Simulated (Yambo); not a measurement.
# How GW settings move the gap: CdSe

G0W0@PBE for CdSe (wurtzite, space group P6_3mc, No. 186) in Yambo. Reference settings: 3×3×2 Γ-centred k mesh, bands 27 to 399 and a 12 Ry block in the screening, 399 bands in G with the Bruneval-Gonze terminator, plasmon pole fitted at 27.2 eV. The PBE gap Γ → Γ on this mesh is 0.67 eV; G0W0 gaps are taken between the same points.

| change from the reference | G0W0 gap Γ → Γ (eV) | shift of the valence edge (eV) | rough Yambo cost |
|---|---|---|---|
| reference settings | 1.36 | -0.64 | 1 |
| 220 bands in W, 220 bands in G | 1.35 | -0.55 | within a factor of two |
| 220 bands in G | 1.37 | -0.64 | – |
| 7 Ry block | 1.31 | -0.55 | about 1/2 |
| no terminator | 1.34 | -0.59 | – |

The reference isn't shown to be the converged limit. Costs are rough (shared machines), scaled to the same edge states, and given only for runs that recompute the screening.

Spin-orbit splittings are left out.

Geometry relaxed with PBEsol; primitive cell a = b = 4.304 Å, c = 7.019 Å, α = β = 90.00°, γ = 120.00°.

A shift is the quasiparticle energy of the state minus its PBE energy.

The potentials are those of PseudoDojo's stringent table.
